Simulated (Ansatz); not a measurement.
Te2Mo:
```
CELL_PARAMETERS angstrom
      3.54639     0.00000     0.00000
     -1.77319     3.07126     0.00000
      0.00000     0.00000    14.25638
ATOMIC_POSITIONS crystal
  Mo 0.33333 0.66667 0.25000
  Mo 0.66667 0.33333 0.75000
  Te 0.33333 0.66667 0.62430
  Te 0.66667 0.33333 0.12430
  Te 0.66667 0.33333 0.37570
  Te 0.33333 0.66667 0.87570
```

Relaxed with r²SCAN+D4. Independent-particle spectrum: no excitons, no local fields, no scissors shift; 0.1 eV broadening; ε₁ of the summed bands alone.

Question: Tabulate the dielectric function from plane-wave PAW r²SCAN+D4 (Ansatz code).

Answer: 

```tsv
E (eV)	ε₁ xx	ε₂ xx	ε₁ zz	ε₂ zz
0.0	18.58	0.00	11.46	0.00
0.3	18.87	0.00	11.53	0.00
0.6	19.90	0.00	11.75	0.00
0.9	22.51	0.01	12.17	0.00
1.2	27.66	6.45	12.91	0.01
1.5	25.65	10.10	14.47	0.27
1.8	22.65	20.50	16.69	1.84
2.1	14.03	14.82	16.91	7.11
2.4	14.70	18.21	11.48	6.62
2.7	14.16	22.04	11.86	5.60
3.0	4.65	19.79	14.07	5.72
3.3	7.04	16.00	15.12	9.21
3.6	1.75	19.07	13.17	8.58
3.9	0.81	18.69	19.37	12.24
4.2	-2.26	14.68	10.58	26.37
4.5	-1.14	11.41	-0.61	16.76
4.8	-1.81	13.34	4.71	15.76
5.1	-5.12	12.89	-5.77	14.92
5.4	-6.50	9.75	-3.88	7.55
5.7	-6.58	5.68	-0.61	5.12
6.0	-4.79	4.08	1.97	5.91
6.3	-2.98	3.04	3.12	6.89
6.6	-2.12	2.91	3.02	9.49
6.9	-1.51	2.50	-0.21	8.99
7.2	-0.45	2.12	0.31	8.27
7.5	0.68	2.10	-0.27	8.39
7.8	1.54	2.72	-0.60	8.49
8.1	2.61	3.59	-2.31	7.82
8.4	2.38	5.45	-2.38	5.50
8.7	0.98	6.28	-0.96	5.19
9.0	-0.03	6.94	-0.80	7.58
9.3	-1.55	5.93	-2.89	6.87
9.6	-1.90	5.61	-3.47	5.98
9.9	-2.20	4.58	-4.41	5.14
10.2	-2.65	4.28	-4.57	3.40
10.5	-2.85	3.14	-3.39	2.18
10.8	-2.20	2.65	-2.71	1.97
11.1	-1.80	2.21	-2.00	1.93
11.4	-1.55	2.44	-1.78	2.03
11.7	-1.58	2.39	-1.51	2.05
12.0	-1.61	2.12	-1.25	2.05
```

Question: From ε at 1.6 eV (xx: 26.48 + 12.85i), find n, k, the normal reflectivity and the absorption coefficient.

Answer: n = 5.29, k = 1.215, R = 48 %, α = 2kE/ħc = 200000 cm⁻¹.

With all bands, ε∞ without local fields is 18.7 (xx = yy), 11.6 (zz).

Space group P6_3/mmc. The r²SCAN+D4 relaxation kept the symmetry of its start. The run is not spin-polarised. Spin–orbit coupling is left out wherever it is not named.

Potentials: the later of the program's two PAW sets.
